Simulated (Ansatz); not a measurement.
Elastic constants of Hf (P6_3/mmc), step by step

```
CELL_PARAMETERS angstrom
3.15812 0.00000 0.00000
-1.57906 2.73501 0.00000
0.00000 0.00000 5.00423
ATOMIC_POSITIONS crystal
Hf 0.33333 0.66667 0.25000
Hf 0.66667 0.33333 0.75000
```

Level of theory, where no other is named: PBEsol, PAW on Ansatz 0.2.0's default frozen-core files (fitted under PBE), scalar-relativistic. k mesh 18×18×10, Fermi-Dirac smearing of 0.100 eV, cutoff 420 eV. The cell was relaxed by PAW under this functional.

The cell is hexagonal and carries a residual pressure of 0.01 GPa at this level. Each strain component that symmetry leaves independent is applied at ±0.008, the ions relax wherever a strain frees them, and the stress (tension positive, GPa) is read. Shears are engineering strains, γ = 2ε.

```
strain    size      σxx      σyy      σzz      σyz     σxz     σxy
    xx  -0.008  -1.5022  -0.6449  -0.5959   0.0000  0.0000  0.0000
    xx  +0.008   1.4094   0.6223   0.5626   0.0000  0.0000  0.0000
    zz  -0.008  -0.5974  -0.5974  -1.7076   0.0000  0.0000  0.0000
    zz  +0.008   0.5609   0.5609   1.6012   0.0000  0.0000  0.0000
    yz  -0.008  -0.0034  -0.0074  -0.0184  -0.3885  0.0000  0.0000
    yz  +0.008  -0.0034  -0.0074  -0.0184   0.3885  0.0000  0.0000
```

A central difference gives one constant, for example C11 ≈ (1.4094 − (-1.5022))/(0.016) = 182.0 GPa; the program then imposes the crystal's symmetry on the whole matrix.

(1) What are the independent elastic constants?

(2) Is the crystal stable against homogeneous strain?

(3) What moduli does a random aggregate of grains have?

(4) With the density of 13.714 g/cm³, how fast does sound travel, and what Debye temperature follows?

(5) What happens at 2 GPa (cell relaxed there)?

## Answers

(1) C11 = 182.0, C12 = 79.2, C13 = 72.4, C33 = 206.8, C44 = 48.6 GPa.

(2) The least eigenvalue of the 6×6 matrix is 48.6 GPa, so yes.

(3) Voigt and Reuss bounds: B from 113.0 to 113.2 and G from 52.2 to 52.8 GPa; their means are B = 113.1 and G = 52.5 GPa. Then E = 9BG/(3B + G) = 136.5 GPa, ν = (3B − 2G)/(6B + 2G) = 0.299 and B/G = 2.15, on the ductile side of Pugh's 1.75 (a rule of thumb).

(4) 

```tsv
direction	slow (m/s)	middle (m/s)	fast (m/s)
x	1882	1936	3643
y	1882	1936	3643
z	1882	1882	3883
```

The mean of v⁻³ over directions and branches gives v_m = 2183 m/s and θ_D = (ħ/k_B) v_m (6π²n)^(1/3) = 233 K, n being atoms per volume. Young's modulus spans 130 to 167 GPa over directions, and the universal anisotropy index is 0.06.

(5) The volume falls to 0.9830 of its value, and C11 = 190.2, C12 = 85.1, C13 = 77.8, C33 = 217.4, C44 = 48.7 GPa (slopes of the stress), in this structure whether or not another phase takes over.

Keep in mind: frozen-core PAW files fitted under PBE, their cores solved anew for the functional of the run; responses of metals move with mesh and smearing; no spin-orbit coupling on heavy atoms.
